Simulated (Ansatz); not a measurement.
Na2PH11O8: Field gradients at the nuclei

The cell is a computed structure from the Materials Project (it need not be an observed phase), taken as it stands.

Space group Pmn2_1 (No. 31); a = 7.1734, b = 6.4387, c = 9.3105 Å.

| site | Wyckoff | site symmetry | x | y | z |
| --- | --- | --- | --- | --- | --- |
| Na1 | 2a | m.. | 0.5000 | 0.5024 | 0.1526 |
| Na3 | 2a | m.. | 0.5000 | 0.4608 | 0.7285 |
| H5 | 2a | m.. | 0.5000 | 0.8983 | 0.6475 |
| H7 | 4b | 1 | 0.7137 | 0.2179 | 0.3595 |
| H11 | 4b | 1 | 0.6659 | 0.4515 | 0.3945 |
| H15 | 4b | 1 | 0.8885 | 0.8137 | 0.4565 |
| H19 | 4b | 1 | 0.7086 | 0.8518 | 0.2518 |
| H23 | 4b | 1 | 0.7472 | 0.8661 | 0.0847 |
| P | 2a | m.. | 0.5000 | 0.8531 | 0.4980 |
| O29 | 2a | m.. | 0.5000 | 0.6155 | 0.4844 |
| O31 | 4b | 1 | 0.6795 | 0.9552 | 0.4370 |
| O35 | 4b | 1 | 0.7320 | 0.3614 | 0.3248 |
| O39 | 2a | m.. | 0.0000 | 0.7224 | 0.4597 |
| O41 | 4b | 1 | 0.7303 | 0.7673 | 0.1647 |

One atom of each set is listed.

The numbers come from a DFT calculation in Ansatz (PBE, plane waves and PAW, scalar-relativistic, 420 eV cutoff, Γ-centred 3×3×3 k-points, Fermi–Dirac smearing 0.02 eV).

V_zz is the principal component of the electric field gradient with the largest magnitude, η = (V_xx − V_yy)/V_zz and C_Q = eQV_zz/h.

Na-23: I = 3/2, Q = 104.0 mb; ²H: I = 1, Q = 2.858 mb; ¹⁷O: I = 5/2, Q = -25.58 mb. Nuclear quadrupole moments: year-2017 set (Pyykkö).

Problem. What field gradients does the calculation give at each kind of site?

Solution. 

```csv
site,atoms,first shell,V_zz (10²¹ V/m²),η,C_Q (MHz)
Na1,2,5 O at 2.31–2.48 Å,-0.69,0.91,-1.73
Na3,2,6 O at 2.41–2.50 Å,0.49,0.59,1.24
H5,2,1 P at 1.42 Å,1.58,0.00,0.109
H7,4,1 O at 0.99 Å; also 1 O at 1.86 Å,3.38,0.12,0.234
H11,4,1 O at 0.99 Å; also 1 O at 1.80 Å,3.21,0.13,0.222
H15,4,1 O at 0.99 Å; also 1 O at 1.76 Å,3.15,0.12,0.217
H19,4,1 O at 0.99 Å; also 1 O at 1.86 Å,3.32,0.12,0.230
H23,4,1 O at 0.99 Å; also 1 O at 1.87 Å,3.40,0.12,0.235
P,2,"1 H at 1.42 Å, 3 O at 1.54–1.55 Å",0.76,0.94,–
O29,2,"1 P at 1.54 Å; also 2 H at 1.80 Å, 2 Na at 2.48–3.17 Å",7.91,0.07,-4.89
O31,4,1 P at 1.55 Å; also 4 H at 1.76–1.87 Å,7.65,0.24,-4.73
O35,4,"2 H at 0.99 Å, angle 106°; also 2 Na at 2.41–2.48 Å",-13.35,0.85,8.26
O39,2,"2 H at 0.99 Å, angle 107°; also 2 Na at 2.31–2.46 Å",-12.51,0.90,7.74
O41,4,"2 H at 0.99 Å, angle 106°; also 2 Na at 2.38–2.50 Å",-13.48,0.84,8.34
```

At H7, H11, H15, H19 and H23 V_zz points along its bond to O (within 2°) in each case. At H5, O29 and O31 V_zz points along its bond to P (within 2°) in each case.

P has no stable isotope with a ground-state quadrupole moment in the table, so no C_Q is given.

The lattice is static: at room temperature water may turn and average the couplings of its hydrogen. Where η is near 1 the sign of V_zz means little.
